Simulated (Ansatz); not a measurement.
### Question
Each is relaxed and computed with plane-wave PAW r²SCAN (Ansatz code). Which is the only metal?
A) Ba2Zn3As2O2, I4/mmm (Pearson symbol tI18)
B) YHSe, P-6m2 (Y on 1a, H on 1c, Se on 1f)
C) ZnGeAs2, chalcopyrite
D) BAs, P-6m2 (B on 1a, As on 1f)

### Answer
D, BAs, P-6m2 (B on 1a, As on 1f). BAs: metal; YHSe: gap 2.07 eV (indirect); ZnGeAs2: gap 0.60 eV (direct); Ba2Zn3As2O2: gap 0.65 eV (indirect). Constructed cells (a structure type filled with these elements, in neither database checked): BAs, P-6m2 (B on 1a, As on 1f). Not the usual ambient phase: BAs, P-6m2 (B on 1a, As on 1f). Standing as an ambient phase not checked: YHSe, P-6m2 (Y on 1a, H on 1c, Se on 1f); ZnGeAs2, chalcopyrite; Ba2Zn3As2O2, I4/mmm (Pearson symbol tI18). All cells were relaxed under the symmetry of their starts (and spin orders); stability against distortions was not tested throughout. Rows with no word on spin ran without spin polarisation. Scalar-relativistic: spin–orbit coupling is off unless named, which matters more the heavier the elements.

Potentials: the later of the program's two PAW sets.
